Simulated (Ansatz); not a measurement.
In:
```
In
1.0
   -1.59727     1.59727     2.49909
    1.59727    -1.59727     2.49909
    1.59727     1.59727    -2.49909
In
1
Direct
  0.00000   0.00000   0.00000
```

Relaxed with PBEsol. Special points in fractions of this cell's reciprocal vectors: Γ (0.000, 0.000, 0.000); X (0.000, 0.000, 0.500); P (0.250, 0.250, 0.250); N (0.000, 0.500, 0.000); M (0.500, 0.500, -0.500); S (0.352, 0.648, -0.352); S0 (-0.352, 0.352, 0.352); R (-0.204, 0.204, 0.500); G (0.500, 0.500, -0.204).

Question: List the band energies nearest the Fermi level at these points for plane-wave PAW PBEsol (Ansatz code).

Answer: In eV from the Fermi level; about four levels below and three above (degenerate sets whole), none deeper than 8.9 eV; … stands for higher levels left out; points with the same levels are listed once.

| k | below | above |
|---|---|---|
| Γ | – | 10.75 10.75 10.97 |
| X | -1.94 -1.43 | 3.38 3.98 … |
| P | -1.04 -0.07 -0.07 | 1.84 … |
| N | -4.32 -3.49 | 7.28 9.63 … |
| M | -3.23 -2.93 | 5.06 5.06 … |
| S | -2.63 -1.29 -0.74 | 6.66 … |
| R | -1.62 -0.33 | 0.21 1.30 … |

Space group I4/mmm (body-centred tetragonal). The cell was relaxed with PBEsol under the symmetry of its start. Scalar-relativistic: spin–orbit coupling is off unless named, which matters more the heavier the elements.

Potentials: the later of the program's two PAW sets.
